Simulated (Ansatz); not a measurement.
TaN (rock salt, space group No. 225) at seven volumes, r²SCAN in the plane-wave PAW code Ansatz, scaled uniformly. One row is withheld.

| V (Å³/atom) | P (GPa) |
|---|---|
| 9.666 | 40.74 |
| 9.985 | 24.90 |
| 10.303 | ? |
| 10.622 | 0.00 |
| 10.941 | -9.73 |
| 11.259 | -18.01 |
| 11.578 | -25.04 |

Task: Fit the shown pressures and predict the withheld one.

Result: P = (3/2)B₀(x^(7/2) − x^(5/2))[1 + (3/4)(B′ − 4)(x − 1)] with x = (V₀/V)^(2/3). Least squares on the six rows gives V₀ = 10.622 Å³/atom, B₀ = 351 GPa, B′ = 4.39. At V = 10.303, x = 1.0205 and P = 11.44 GPa. The run itself gave 11.45 GPa.

Space group Fm-3m (rock salt). The r²SCAN relaxation kept the symmetry of its start; of distortions, only those at the zone centre were tested. No spin polarisation was allowed. Scalar-relativistic: spin–orbit coupling is off unless named, which matters more the heavier the elements.

Potentials: the later of the program's two PAW sets.
